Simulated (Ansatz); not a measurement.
SnIr:
Space group P6₃/mmc (No. 194); a = b = 3.9805 Å, c = 5.5948 Å, α = β = 90.00°, γ = 120.00°

```
atom  site  symmetry       x       y       z
----  ----  --------  ------  ------  ------
Ir      2a      -3m.  0.0000  0.0000  0.0000
Sn      2c      -6m2  0.3333  0.6667  0.2500
```

Relaxed with PBEsol.

### Question
Which orbitals make up the states near the Fermi level in PBEsol in the plane-wave PAW code Ansatz?

### Answer
Within 0.5 eV of the Fermi level: Ir 5d 62 %, Sn 5p 25 %, Sn 5s 6 %. Projections are on Löwdin-orthogonalised atomic valence shells; empty p or d shells of many metals are not among them.

### Question
Tabulate the density of states.

### Answer
States/eV per cell of 4 atoms, in 0.25 eV bins, energy from the Fermi level.

| E (eV) | total | Ir 5d | Sn 5p | Sn 5s |
|---|---|---|---|---|
| -7.85 | 2.08 | 0.42 | 0.15 | 1.34 |
| -7.60 | 3.84 | 0.92 | 0.19 | 2.61 |
| -7.35 | 0.74 | 0.22 | 0.04 | 0.46 |
| -7.10 | 0.31 | 0.08 | 0.02 | 0.20 |
| -6.85 | 0.14 | 0.02 | 0.01 | 0.10 |
| -6.60 | 0.04 | 0.00 | 0.00 | 0.03 |
| -6.35 | 0.02 | 0.01 | 0.01 | 0.00 |
| -6.10 | 0.50 | 0.18 | 0.17 | 0.04 |
| -5.85 | 0.77 | 0.27 | 0.28 | 0.07 |
| -5.60 | 0.93 | 0.30 | 0.38 | 0.09 |
| -5.35 | 1.15 | 0.37 | 0.49 | 0.11 |
| -5.10 | 1.62 | 0.54 | 0.73 | 0.12 |
| -4.85 | 3.06 | 1.17 | 1.39 | 0.16 |
| -4.60 | 3.40 | 1.64 | 1.40 | 0.12 |
| -4.35 | 3.60 | 2.27 | 1.05 | 0.10 |
| -4.10 | 4.38 | 3.20 | 0.96 | 0.06 |
| -3.85 | 4.06 | 2.90 | 0.91 | 0.04 |
| -3.60 | 4.70 | 3.27 | 1.12 | 0.04 |
| -3.35 | 3.03 | 2.21 | 0.66 | 0.03 |
| -3.10 | 3.94 | 3.01 | 0.79 | 0.03 |
| -2.85 | 4.84 | 3.60 | 0.97 | 0.11 |
| -2.60 | 4.18 | 2.94 | 0.96 | 0.09 |
| -2.35 | 5.03 | 3.64 | 1.02 | 0.13 |
| -2.10 | 5.01 | 3.83 | 0.83 | 0.10 |
| -1.85 | 5.05 | 4.00 | 0.72 | 0.09 |
| -1.60 | 8.19 | 7.10 | 0.61 | 0.07 |
| -1.35 | 4.95 | 4.24 | 0.40 | 0.05 |
| -1.10 | 3.57 | 3.03 | 0.28 | 0.05 |
| -0.85 | 3.36 | 2.84 | 0.30 | 0.05 |
| -0.60 | 5.04 | 4.31 | 0.47 | 0.11 |
| -0.35 | 2.08 | 1.51 | 0.35 | 0.11 |
| -0.10 | 1.65 | 0.99 | 0.44 | 0.11 |
| 0.15 | 1.51 | 0.80 | 0.49 | 0.11 |
| 0.40 | 1.50 | 0.74 | 0.55 | 0.10 |
| 0.65 | 1.56 | 0.73 | 0.60 | 0.11 |
| 0.90 | 1.50 | 0.66 | 0.61 | 0.11 |
| 1.15 | 1.38 | 0.59 | 0.58 | 0.11 |
| 1.40 | 1.42 | 0.58 | 0.60 | 0.13 |
| 1.65 | 1.71 | 0.69 | 0.69 | 0.20 |
| 1.90 | 1.61 | 0.64 | 0.67 | 0.18 |
| 2.15 | 1.48 | 0.59 | 0.63 | 0.14 |
| 2.40 | 1.49 | 0.55 | 0.64 | 0.17 |
| 2.65 | 1.20 | 0.39 | 0.56 | 0.13 |
| 2.90 | 1.07 | 0.27 | 0.55 | 0.13 |
| 3.15 | 1.80 | 0.54 | 0.72 | 0.33 |
| 3.40 | 1.94 | 0.56 | 0.80 | 0.35 |
| 3.65 | 1.44 | 0.36 | 0.63 | 0.22 |
| 3.90 | 2.12 | 0.52 | 0.91 | 0.26 |
| 4.15 | 2.15 | 0.46 | 0.96 | 0.22 |
| 4.40 | 1.81 | 0.35 | 0.84 | 0.18 |
| 4.65 | 1.81 | 0.31 | 0.85 | 0.14 |

Space group P6_3/mmc (NiAs type). The workflow started from an entry of the Crystallography Open Database (COD). Whether it is the stable phase at ambient conditions was not checked. The cell was relaxed with PBEsol under the symmetry of its start; its stability against distortions is not shown here. The run is not spin-polarised. Axis ratios of metals converge slowly with the k-mesh, so a and c are less sure than the volume. Spin–orbit coupling is left out wherever it is not named.

Potentials: the later of the program's two PAW sets.
